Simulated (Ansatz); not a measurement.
One crystal and one scan (frozen-phonon scan) at two levels, r2SCAN (plane waves to 500 eV, PAW, scalar-relativistic; Ansatz, a first-principles code) and PBE (plane waves to 420 eV, PAW, scalar-relativistic; Ansatz), each from its own relaxed cell and on its own mesh. The cell shown is that of r2SCAN.

ZnSe (zinc blende)

```
CELL_PARAMETERS angstrom
      0.00000     5.66546     5.66546
      2.83273     2.83273     5.66546
      2.83273     2.83273     0.00000
ATOMIC_POSITIONS crystal
  Se 0.00000 0.75000 0.75000
  Se 0.50000 0.75000 0.75000
  Zn 0.00000 0.00000 0.00000
  Zn 0.50000 0.00000 0.00000
```

The atoms are displaced by Q × the pattern below (from a DFPT mode at X = (0.5, 0.5, 0.0), largest move 1; Q in Å), at fixed cell. It is one choice among 2 degenerate patterns. (q is in reciprocal vectors of the primitive cell; the cell shown is doubled to hold the pattern.)

```
atom       x       y      z
----  ------  ------  -----
Se1   -0.705   0.000  0.000
Se2    0.705   0.000  0.000
Zn3    0.000  -1.000  0.000
Zn4    0.000   1.000  0.000
```

ZnSe was relaxed with its symmetry unable to fall. Percentages come from the unrounded values.

Results of r2SCAN:

| Item | Value |
|---|---|
| Lattice constant a (Å) | 5.665 |
| Band gap of the relaxed cell, no spin-orbit coupling (eV) | 1.87 |
| Harmonic wavenumber from the curvature (finite differences) (cm⁻¹ (negative: imaginary)) | 72 |
| Shape of the curve | a single well with its minimum at or next to zero displacement |

**Question.** Estimate the PBE values.

**Answer.** 
```json
[
 {"quantity": "Lattice constant a (Å)", "PBE": "5.733", "r2SCAN − PBE": "-0.068 (-1.2 %)"},
 {"quantity": "Band gap of the relaxed cell, no spin-orbit coupling (eV)", "PBE": "1.15", "r2SCAN − PBE": "+0.72 (+62 %)"},
 {"quantity": "Harmonic wavenumber from the curvature (finite differences) (cm⁻¹ (negative: imaginary))", "PBE": "68", "r2SCAN − PBE": "+4 (+5 %)"}
]
```

r2SCAN gives the higher value for: band gap of the relaxed cell, no spin-orbit coupling; harmonic wavenumber from the curvature. r2SCAN gives the lower value for: lattice constant a. Both give the same shape of the curve: a single well with its minimum at or next to zero displacement.

(For displaced atoms, the force is minus the slope of the energy, and its curvature is a force constant, which sets phonon frequencies.)
